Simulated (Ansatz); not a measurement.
A geometry of Al away from equilibrium: step 2 of the relaxation of a relaxed Al cell, doubled along one cell vector, shaken by Gaussian noise of σ = 0.08 Å a coordinate. Level of theory: r2SCAN (plane waves to 500 eV, PAW, scalar-relativistic; Ansatz, a first-principles code). Γ-centred k-mesh 4×7×12 on the run's cell (coarser than for final values), Fermi–Dirac smearing 0.05 eV. The plane waves were selected for a different cell earlier on the path.

```yaml
crystal:
  lattice:
    - [10.65036, -0.04359, 0.00189]
    - [-2.68147, 4.62522, 0.00395]
    - [0.00048, 0.00256, 2.70951]
  atoms:
    - { symbol: Al, position: [0.25557, 0.01603, 0.96448] }
    - { symbol: Al, position: [0.75253, 0.99827, 0.00335] }
    - { symbol: Al, position: [0.99736, 0.51989, 0.03001] }
    - { symbol: Al, position: [0.50715, 0.51364, 0.94347] }
    - { symbol: Al, position: [0.25434, 0.51502, 0.07873] }
    - { symbol: Al, position: [0.74711, 0.48107, 0.03366] }
```

Task: What forces act on the atoms (eV/Å)?

Result: 
```json
[
 {"atom": "Al1", "Fx": "-0.04", "Fy": "-0.09", "Fz": "-0.24"},
 {"atom": "Al2", "Fx": "0.33", "Fy": "-0.06", "Fz": "0.02"},
 {"atom": "Al3", "Fx": "0.48", "Fy": "0.04", "Fz": "0.09"},
 {"atom": "Al4", "Fx": "-0.18", "Fy": "-0.12", "Fz": "-0.33"},
 {"atom": "Al5", "Fx": "-0.06", "Fy": "-0.01", "Fz": "0.33"},
 {"atom": "Al6", "Fx": "-0.53", "Fy": "0.25", "Fz": "0.13"}
]
```

The path ends in Fm-3m (No. 225) (fcc (Cu type)). No spin polarisation in the result.

Of the parent cell (P6/mmm (No. 191)): it is a generated cell of Al: the first start was made by a random draw of sites in a space group, and the end was not matched to a known phase here, so it may be hypothetical. Known forms of Al include space group No. 225.
